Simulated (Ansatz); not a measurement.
A distorted cell of CoSi2 (fluorite type, space group Fm-3m):

```
CELL_PARAMETERS angstrom
      0.00000     2.65746     2.55116
      2.65746     0.00000     2.55116
      2.65746     2.65746     0.00000
ATOMIC_POSITIONS crystal
  Co 0.00000 0.00000 0.00000
  Si 0.25000 0.25000 0.25000
  Si 0.75000 0.75000 0.75000
```

These are r2SCAN (plane waves to 500 eV, PAW, scalar-relativistic; Ansatz, a first-principles code) values and carry that method's errors. k mesh 15×15×15 (Γ-centred), Fermi-Dirac smearing 0.05 eV. E stands for the smeared free energy. Stress and pressure are positive under compression. With partly filled bands, the response to shear is sensitive to the k mesh, so small differences along c/a are uncertain. CoSi2 is run without spin polarisation. CoSi2 was relaxed with its symmetry unable to fall.

Q: Give the stress tensor in GPa and the pressure.

A: 
```
    7.1      0.0      0.0
    0.0      7.1      0.0
    0.0      0.0     12.7
```
The pressure, a third of the trace, is 8.9 GPa.

Q: It is the relaxed cell deformed to V/V₀ = 0.960, (c/a)/(c/a)₀ = 0.960, c along z, fractional positions held. What is its energy relative to the relaxed cell?

A: 19 meV/atom.

(Under strain, the slope of the energy per volume gives the stress and its curvature an elastic modulus.)
